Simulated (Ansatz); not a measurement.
Relaxed-ion elastic tensor of YSiNO$_{2}$ in space group P4/mmm (No. 123; Y on 1b, Si on 1c, N on 1d, O on 2f) in GPa (Voigt order), r²SCAN (plane waves, PAW; program Ansatz); density 5.72 g/cm³, 9.47 Å³ per atom.

```csv
,1,2,3,4,5,6
1,440,172,185,0.0,0.0,0.0
2,172,440,185,0.0,0.0,0.0
3,185,185,411,0.0,0.0,0.0
4,0.0,0.0,0.0,253,0.0,0.0
5,0.0,0.0,0.0,0.0,253,0.0
6,0.0,0.0,0.0,0.0,0.0,226
```

Problem. Is the crystal mechanically stable?

Solution. Yes: the smallest eigenvalue of C is 226 GPa.

Problem. Work out the Voigt, Reuss and Hill averages.

Solution. K_V = 264, K_R = 264, K_H = 264; G_V = 196, G_R = 176, G_H = 186 GPa.

Problem. Give Young's modulus, Poisson's ratio, Pugh's ratio and the universal anisotropy index.

Solution. E = 9KG/(3K + G) = 452 GPa; ν = 0.21; K/G = 1.42 (brittle by the Pugh limit of 1.75); A_U = 5G_V/G_R + K_V/K_R − 6 = 0.58.

Problem. Estimate the sound speeds and the Debye temperature.

Solution. v_l = √((K + 4G/3)/ρ) = 9460 m/s, v_t = √(G/ρ) = 5700 m/s, mean 6310 m/s; Θ = (h/k)(3n/4πV)^(1/3) v_m = 888 K.

The start of the workflow was typed in or built on a structure type; neither database checked (COD, Materials Project) lists it. COD files the formula under space group No. 15, 63. Its standing as an ambient phase is unchecked. The r²SCAN relaxation kept the symmetry of its start; whether a distortion lowers the energy is not shown. No spin polarisation was allowed.

Potentials: the later of the program's two PAW sets.
